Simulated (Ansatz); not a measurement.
The calculation used Ansatz, DFT PBE, scalar-relativistic, plane waves, PAW, and for the lanthanide a 4f-in-core norm-conserving potential. All cells share a 660 eV cutoff and Γ-centred k meshes spaced at most about 0.3 Å⁻¹ (about 0.25 or finer for metals, 2π included). No spin polarisation in the final relaxations.

These are static total energies at zero pressure.

Two relaxed structures of Nd₂Sb₂Rh:

A.

```
CELL_PARAMETERS angstrom
4.40113 0.00000 0.00000
-2.20056 3.81149 0.00000
0.00000 0.00000 8.41986
ATOMIC_POSITIONS crystal
Nd 0.33333 0.66667 0.66913
Nd 0.66667 0.33333 0.33087
Sb 0.33333 0.66667 0.13122
Sb 0.66667 0.33333 0.86878
Rh 0.00000 0.00000 0.00000
```

B.

```
CELL_PARAMETERS angstrom
4.07342 0.00000 0.00000
0.00000 4.07342 0.00000
0.00000 0.00000 9.29784
ATOMIC_POSITIONS crystal
Nd 0.00000 0.00000 0.50000
Nd 0.50000 0.50000 0.00000
Sb 0.50000 0.50000 0.34428
Sb 0.50000 0.50000 0.65572
Rh 0.00000 0.00000 0.00000
```

Problem. Which would you expect to be lower, and how large is the difference?

Solution. A is lower, by 180 meV/atom. A has space group P-3m1 (No. 164), 28.2 Å³/atom and no gap on its mesh; B has space group P4/mmm (No. 123), 30.9 Å³/atom and no gap. Counting Sb atoms around Nd and Rh (those within 1.25 times the shortest such distance or 1.15 times the sum of covalent radii, 1.27 where that leaves under three; a plus sign parts nearer from farther groups; the shortest distance is added where it exceeds 1.18 times the sum of covalent radii; a slash parts the counts of unlike sites), A has Nd 3+1, Rh 6 and B has Nd 2/8, Rh 8 from 4.3 Å. B holds Sb–Sb pairs (shortest 2.90 Å); in A the shortest Sb–Sb distance is 3.37 Å, near bonding range too. The denser one is the lower, and pressure would at first widen the difference. In A, Nd is surrounded by 3 Sb at 3.05 Å, 3 Rh at 3.77 Å, 3 Nd at 3.82 Å and 1 Sb at 3.89 Å; Sb is surrounded by 3 Rh at 2.77 Å, 3 Nd at 3.05 Å and 3 Sb at 3.37 Å; around Rh lie 6 Sb at 2.77 Å and 6 Nd at 3.77 Å. In B, Nd on its first site has 8 Sb at 3.22 Å; around Sb lie 1 Sb at 2.90 Å and 5 Nd at 3.20–3.22 Å; around Rh lie 4 Nd at 2.88 Å; 1 more site not described. Both come from invented guesses.

These runs have no spin–orbit coupling, which can matter for Sb. Cells relaxed within their symmetry can be saddle points.

The lanthanide is trivalent by construction, without f bands, f moments or other valences.
